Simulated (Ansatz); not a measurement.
Consider the following.

SrO:
```cif
data_O4Sr4
_chemical_formula_sum 'Sr4 O4'
_space_group_name_H-M_alt 'Fm-3m'
_space_group_IT_number 225
_space_group_name_Hall '-F 4 2 3'
_cell_length_a 5.06434
_cell_length_b 5.06434
_cell_length_c 5.06434
_cell_angle_alpha 90.000
_cell_angle_beta 90.000
_cell_angle_gamma 90.000
loop_
_atom_site_label
_atom_site_type_symbol
_atom_site_symmetry_multiplicity
_atom_site_Wyckoff_symbol
_atom_site_fract_x
_atom_site_fract_y
_atom_site_fract_z
_atom_site_occupancy
Sr1 Sr 4 a 0.00000 0.00000 0.00000 1
O1 O 4 b 0.50000 0.50000 0.50000 1
```
(The calculation used a cell of 2 atoms; values per cell refer to that cell.)

This is the LDA-relaxed structure.

All from LDA in the plane-wave PAW code Ansatz, unless another level is named. Give the electron effective mass.

0.38, 0.38, 1.2 mₑ (principal values).

And the weight of the conduction-edge state by species (Voronoi cells)?

Sr 64 %, O 36 %.

Next, the weight of the valence-edge state by species (Voronoi cells)?

O 95 %, Sr 5 %.

The cell was relaxed with LDA under the symmetry of its start; phonons on a q-mesh show no instability. Spin–orbit coupling is left out wherever it is not named.

Potentials: the later of the program's two PAW sets.

Edges and masses are those of Kohn–Sham bands, whose gap is no quasiparticle gap.
